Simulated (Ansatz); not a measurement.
Values for one crystal, relaxed and computed with r²SCAN in the plane-wave PAW code Ansatz; other levels are named.

- Volume per atom = 11.12 Å³
- Electronic character = metallic (no gap)
- Density of states at the Fermi level = 0.50 states/eV per atom (mean over ±0.08 eV)
- Formation energy from the elements (no fitted shifts) = -0.58 eV/atom

Which of these materials gives this?
A. BePd, CsCl type
B. YIn, CsCl type
C. SrAg5, P6/mmm (Sr on 1a, Ag on 2c, Ag on 3g)
D. GdPd, Cmcm (Gd on 4c, Pd on 4c)

A, BePd, CsCl type

Space group Pm-3m (CsCl type). The first step of the workflow began from a Materials Project structure, measured or hypothetical; the Crystallography Open Database files this formula in space group No. 221, but the cells were not matched. Whether it is the stable phase at ambient conditions was not checked. Symmetry was held in the r²SCAN relaxation; whether a distortion lowers the energy is not shown. No spin polarisation was allowed. The references are the lowest solids computed at this level, not always the standard phases. Spin–orbit coupling is left out wherever it is not named.

Potentials: the later of the program's two PAW sets.
